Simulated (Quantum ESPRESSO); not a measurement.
W3MoS3Se5, finding a planted mistake in a log

A calculation, not a measurement. The program is pw.x of Quantum ESPRESSO 7.5 (plane-wave density functional theory). The cell is made up: 12 atoms on a layered 2H lattice, with randomly drawn elements, strain and displacements, not relaxed. PseudoDojo standard norm-conserving files (v0.5 for PBE, v0.4.1 for LDA and PBEsol) set the functional; there is no spin polarisation, spin-orbit coupling or dispersion term, and the masses in the input are unused placeholders.

Intended input:

```
&control calculation='scf', pseudo_dir='./dojo.nc.sr.pbe.v0_5.standard.upf', outdir='./o', disk_io='low', tprnfor=.true., tstress=.true. /
&system ibrav=0, nat=12, ntyp=4, nbnd=83, ecutwfc=85.99341389, nosym=.true., tot_charge=0,
 occupations='smearing', smearing='fd', degauss=0.0018374661
/
&electrons conv_thr=7.350e-09, electron_maxstep=60, /
ATOMIC_SPECIES
Mo 1.0 Mo.upf
S 1.0 S.upf
Se 1.0 Se.upf
W 1.0 W.upf
CELL_PARAMETERS angstrom
3.2389 0.0 0.0
0.0 5.61 0.0
0.0 0.0 12.9234
ATOMIC_POSITIONS angstrom
W 0.0418 1.7837 3.2786
Mo 1.5726 0.891 9.689
W 1.623 4.7373 3.215
W -0.0312 3.7677 9.7096
S -0.0632 1.7608 8.0666
Se 0.011 1.9237 11.3766
S 1.7586 0.928 1.6169
Se 1.6332 0.7474 4.7894
Se 1.5418 4.6781 8.122
S 1.6397 4.7025 11.3932
Se 0.0804 3.7523 1.6557
Se 0.0768 3.6837 4.866
K_POINTS automatic
7 4 2 1 1 1
```

The log is shortened where brackets say so; the opening notice, blank lines, dates and the lines on written files are dropped, and the path of the files is cut. It prints rydbergs, bohrs and kilobars, and counts compression as positive stress. Where no state is partly filled, the Fermi energy that it prints is only some level between the filled and the empty states on the mesh, and need not lie in the true gap.

Log of the intended run:

```
     Program PWSCF v.7.5
     Parallel version (MPI & OpenMP), running on       4 processor cores
     Number of MPI processes:                 4
     Threads/MPI process:                     1
     [start-up lines left out]
     bravais-lattice index     =            0
     lattice parameter (alat)  =       6.1206  a.u.
     unit-cell volume          =    1584.6516 (a.u.)^3
     number of atoms/cell      =           12
     number of atomic types    =            4
     number of electrons       =       154.00
     number of Kohn-Sham states=           83
     kinetic-energy cutoff     =      85.9934  Ry
     charge density cutoff     =     343.9737  Ry
     scf convergence threshold =      7.3E-09
     mixing beta               =       0.7000
     number of iterations used =            8  plain     mixing
     Exchange-correlation= PBE
                           (   1   4   3   4   0   0   0)
     [axes and pseudopotential details left out]
   Cartesian axes
     site n.     atom                  positions (alat units)
         1        W      tau(   1) = (   0.0129056   0.5507117   1.0122572  )
         2        Mo     tau(   2) = (   0.4855352   0.2750934   2.9914477  )
         3        W      tau(   3) = (   0.5010961   1.4626262   0.9926210  )
         4        W      tau(   4) = (  -0.0096329   1.1632653   2.9978079  )
         5        S      tau(   5) = (  -0.0195128   0.5436414   2.4905369  )
         6        Se     tau(   6) = (   0.0033962   0.5939362   3.5124888  )
         7        S      tau(   7) = (   0.5429621   0.2865170   0.4992127  )
         8        Se     tau(   8) = (   0.5042453   0.2307574   1.4787119  )
         9        Se     tau(   9) = (   0.4760258   1.4443484   2.5076415  )
        10        S      tau(  10) = (   0.5062521   1.4518818   3.5176140  )
        11        Se     tau(  11) = (   0.0248232   1.1585106   0.5111921  )
        12        Se     tau(  12) = (   0.0237118   1.1373306   1.5023619  )
     number of k points=    28  Fermi-Dirac smearing, width (Ry)=  0.0018
                       cart. coord. in units 2pi/alat
        k(    1) = (   0.0714286   0.0721680   0.0626557), wk =   0.0714286
        k(    2) = (   0.0714286   0.0721680  -0.0626557), wk =   0.0714286
     [further k points left out]
     Dense  grid:   170699 G-vectors     FFT dimensions: (  40,  64, 150)
     Estimated max dynamical RAM per process >     537.16 MB
     Estimated total dynamical RAM >       1.98 GB
     Initial potential from superposition of free atoms
     starting charge     153.9966, renormalised to     154.0000
     Starting wfcs are   97 randomized atomic wfcs
     total cpu time spent up to now is        8.9 secs
     per-process dynamical memory:   387.4 Mb
     Self-consistent Calculation
     iteration #  1     ecut=    85.99 Ry     beta= 0.70
     Davidson diagonalization with overlap
     ethr =  1.00E-02,  avg # of iterations =  2.0
     Threshold (ethr) on eigenvalues was too large:
     Diagonalizing with lowered threshold
     Davidson diagonalization with overlap
     ethr =  4.57E-04,  avg # of iterations =  2.2
     total cpu time spent up to now is       47.9 secs
     total energy              =   -1874.13261971 Ry
     estimated scf accuracy    <       0.74752877 Ry
     iteration #  2     ecut=    85.99 Ry     beta= 0.70
     Davidson diagonalization with overlap
     ethr =  4.85E-04,  avg # of iterations =  9.1
     total cpu time spent up to now is       77.9 secs
     total energy              =   -1872.52255571 Ry
     estimated scf accuracy    <      20.87328321 Ry
     [iterations 3 to 21 left out]
     iteration # 22     ecut=    85.99 Ry     beta= 0.70
     Davidson diagonalization with overlap
     ethr =  2.21E-11,  avg # of iterations =  5.3
     total cpu time spent up to now is      533.8 secs
     total energy              =   -1874.52595277 Ry
     estimated scf accuracy    <       0.00000002 Ry
     iteration # 23     ecut=    85.99 Ry     beta= 0.70
     Davidson diagonalization with overlap
     ethr =  1.33E-11,  avg # of iterations =  2.0
     total cpu time spent up to now is      551.1 secs
     End of self-consistent calculation
     [lines on levels left out]
     the Fermi energy is    12.8459 ev
!    total energy              =   -1874.52595277 Ry
     estimated scf accuracy    <          2.7E-09 Ry
     smearing contrib. (-TS)   =      -0.00000000 Ry
     internal energy E=F+TS    =   -1874.52595277 Ry
     The total energy is F=E-TS. E is the sum of the following terms:
     one-electron contribution =   -1066.67355948 Ry
     hartree contribution      =     585.46790886 Ry
     xc contribution           =    -381.57812900 Ry
     ewald contribution        =   -1011.74217315 Ry
     convergence has been achieved in  23 iterations
     Forces acting on atoms (cartesian axes, Ry/au):
     atom    1 type  4   force =     0.01416648    0.01488655   -0.10895468
     atom    2 type  1   force =     0.01600222    0.05174183    0.04243552
     atom    3 type  4   force =     0.07060359   -0.12227584   -0.07981276
     atom    4 type  4   force =    -0.01082153   -0.03931683    0.06585608
     atom    5 type  2   force =     0.00496635    0.04005271    0.05044339
     atom    6 type  3   force =    -0.01582961   -0.02689176    0.00311349
     atom    7 type  2   force =    -0.03457959    0.01011268    0.02384985
     atom    8 type  3   force =     0.01304529    0.12145172    0.19024199
     atom    9 type  3   force =     0.02099019   -0.02157357   -0.09316135
     atom   10 type  2   force =    -0.01382627   -0.00432281   -0.06905724
     atom   11 type  3   force =    -0.03586573   -0.02845602   -0.06900486
     atom   12 type  3   force =    -0.02885139    0.00459134    0.04405057
     Total force =     0.362885     Total SCF correction =     0.000434
     Computing stress (Cartesian axis) and pressure
          total   stress  (Ry/bohr**3)                   (kbar)     P=       71.37
   0.00034446   0.00004295  -0.00000681           50.67        6.32       -1.00
   0.00004295   0.00051383   0.00017112            6.32       75.59       25.17
  -0.00000681   0.00017112   0.00059723           -1.00       25.17       87.86
     init_run     :      8.31s CPU      8.63s WALL (       1 calls)
     electrons    :    533.89s CPU    542.26s WALL (       1 calls)
     forces       :      4.17s CPU      4.24s WALL (       1 calls)
     stress       :     13.42s CPU     13.82s WALL (       1 calls)
     [timing details left out]
     PWSCF        :   9m20.12s CPU   9m29.54s WALL
     JOB DONE.
```

A second run was made from an input with one planted mistake. Its log:

```
     Program PWSCF v.7.5
     Parallel version (MPI & OpenMP), running on       4 processor cores
     Number of MPI processes:                 4
     Threads/MPI process:                     1
     [start-up lines left out]
     bravais-lattice index     =            0
     lattice parameter (alat)  =       6.1206  a.u.
     unit-cell volume          =    1584.6516 (a.u.)^3
     number of atoms/cell      =           12
     number of atomic types    =            4
     number of electrons       =       154.00
     number of Kohn-Sham states=           83
     kinetic-energy cutoff     =      85.9934  Ry
     charge density cutoff     =     343.9737  Ry
     scf convergence threshold =      7.3E-09
     mixing beta               =       0.7000
     number of iterations used =            8  plain     mixing
     Exchange-correlation= PBE
                           (   1   4   3   4   0   0   0)
     [axes and pseudopotential details left out]
   Cartesian axes
     site n.     atom                  positions (alat units)
         1        W      tau(   1) = (   0.0129056   0.5507117   1.0122572  )
         2        Mo     tau(   2) = (   0.4855352   0.2750934   2.9914477  )
         3        W      tau(   3) = (   0.5010961   1.4626262   0.9926210  )
         4        W      tau(   4) = (  -0.0096329   1.1632653   2.9978079  )
         5        S      tau(   5) = (  -0.0195128   0.5436414   2.4905369  )
         6        Se     tau(   6) = (   0.0033962   0.5939362   3.5124888  )
         7        S      tau(   7) = (   0.5429621   0.2865170   0.4992127  )
         8        Se     tau(   8) = (   0.5042453   0.2307574   1.4787119  )
         9        Se     tau(   9) = (   0.4760258   1.4443484   2.5076415  )
        10        Se     tau(  10) = (   0.5062521   1.4518818   3.5176140  )
        11        S      tau(  11) = (   0.0248232   1.1585106   0.5111921  )
        12        Se     tau(  12) = (   0.0237118   1.1373306   1.5023619  )
     number of k points=    28  Fermi-Dirac smearing, width (Ry)=  0.0018
                       cart. coord. in units 2pi/alat
        k(    1) = (   0.0714286   0.0721680   0.0626557), wk =   0.0714286
        k(    2) = (   0.0714286   0.0721680  -0.0626557), wk =   0.0714286
     [further k points left out]
     Dense  grid:   170699 G-vectors     FFT dimensions: (  40,  64, 150)
     Estimated max dynamical RAM per process >     537.16 MB
     Estimated total dynamical RAM >       1.98 GB
     Initial potential from superposition of free atoms
     starting charge     153.9966, renormalised to     154.0000
     Starting wfcs are   97 randomized atomic wfcs
     total cpu time spent up to now is        9.6 secs
     per-process dynamical memory:   387.4 Mb
     Self-consistent Calculation
     iteration #  1     ecut=    85.99 Ry     beta= 0.70
     Davidson diagonalization with overlap
     ethr =  1.00E-02,  avg # of iterations =  2.0
     Threshold (ethr) on eigenvalues was too large:
     Diagonalizing with lowered threshold
     Davidson diagonalization with overlap
     ethr =  4.24E-04,  avg # of iterations =  2.8
     total cpu time spent up to now is       49.2 secs
     total energy              =   -1874.18066707 Ry
     estimated scf accuracy    <       0.69683967 Ry
     iteration #  2     ecut=    85.99 Ry     beta= 0.70
     Davidson diagonalization with overlap
     ethr =  4.52E-04,  avg # of iterations =  9.8
     total cpu time spent up to now is       82.4 secs
     total energy              =   -1873.25075477 Ry
     estimated scf accuracy    <      10.79232146 Ry
     [iterations 3 to 18 left out]
     iteration # 19     ecut=    85.99 Ry     beta= 0.70
     Davidson diagonalization with overlap
     ethr =  8.44E-12,  avg # of iterations =  3.6
     total cpu time spent up to now is      480.8 secs
     total energy              =   -1874.53623472 Ry
     estimated scf accuracy    <       0.00000004 Ry
     iteration # 20     ecut=    85.99 Ry     beta= 0.70
     Davidson diagonalization with overlap
     ethr =  8.44E-12,  avg # of iterations =  3.8
     total cpu time spent up to now is      501.3 secs
     End of self-consistent calculation
     [lines on levels left out]
     the Fermi energy is    12.8203 ev
!    total energy              =   -1874.53623472 Ry
     estimated scf accuracy    <          4.8E-09 Ry
     smearing contrib. (-TS)   =      -0.00000000 Ry
     internal energy E=F+TS    =   -1874.53623472 Ry
     The total energy is F=E-TS. E is the sum of the following terms:
     one-electron contribution =   -1083.82277537 Ry
     hartree contribution      =     593.99164282 Ry
     xc contribution           =    -381.57603391 Ry
     ewald contribution        =   -1003.12906826 Ry
     convergence has been achieved in  20 iterations
     Forces acting on atoms (cartesian axes, Ry/au):
     atom    1 type  4   force =     0.01440746    0.04244650   -0.13972330
     atom    2 type  1   force =     0.01514664    0.08270477    0.00784864
     atom    3 type  4   force =     0.06052929   -0.16171350   -0.15319155
     atom    4 type  4   force =    -0.00527939   -0.07115215    0.00560444
     atom    5 type  2   force =     0.00486969    0.03735218    0.04976331
     atom    6 type  3   force =    -0.01595881   -0.02790779    0.00618464
     atom    7 type  2   force =    -0.03422404    0.00980801    0.02778067
     atom    8 type  3   force =     0.01311780    0.11778850    0.19101147
     atom    9 type  3   force =     0.02095616   -0.01831161   -0.09573860
     atom   10 type  3   force =    -0.01824145   -0.00294331    0.02608660
     atom   11 type  2   force =    -0.02629602   -0.01480157    0.03333524
     atom   12 type  3   force =    -0.02902733    0.00672996    0.04103845
     Total force =     0.400202     Total SCF correction =     0.000533
     Computing stress (Cartesian axis) and pressure
          total   stress  (Ry/bohr**3)                   (kbar)     P=       69.78
   0.00032268   0.00002251  -0.00003433           47.47        3.31       -5.05
   0.00002251   0.00050638   0.00014480            3.31       74.49       21.30
  -0.00003433   0.00014480   0.00059408           -5.05       21.30       87.39
     init_run     :      8.52s CPU      8.93s WALL (       1 calls)
     electrons    :    483.25s CPU    491.65s WALL (       1 calls)
     forces       :      3.93s CPU      3.98s WALL (       1 calls)
     stress       :     14.25s CPU     14.55s WALL (       1 calls)
     [timing details left out]
     PWSCF        :   8m30.75s CPU   8m40.07s WALL
     JOB DONE.
```

Question: what was wrong in the second input?

Answer: two atoms have their elements exchanged. The input lines that differ, file-writing options aside:

```
- S 1.6397 4.7025 11.3932
+ Se 1.6397 4.7025 11.3932
- Se 0.0804 3.7523 1.6557
+ S 0.0804 3.7523 1.6557
```

```
                                            intended run  run with the mistake
                          free energy (eV)    -25504.225            -25504.365
                    smearing term -TS (eV)        0.0000                0.0000
                            pressure (GPa)          7.14                  6.98
            largest force component (eV/Å)         4.891                 4.911
largest change of a force component (eV/Å)                               2.631
                                iterations            23                    20
```

For scale, a rerun of the intended cell at a cutoff of 1467 eV and k mesh 9 x 6 x 4 moved values by no more than 0.004 eV in energy, 0.03 GPa in stress and 0.008 eV/Å in force.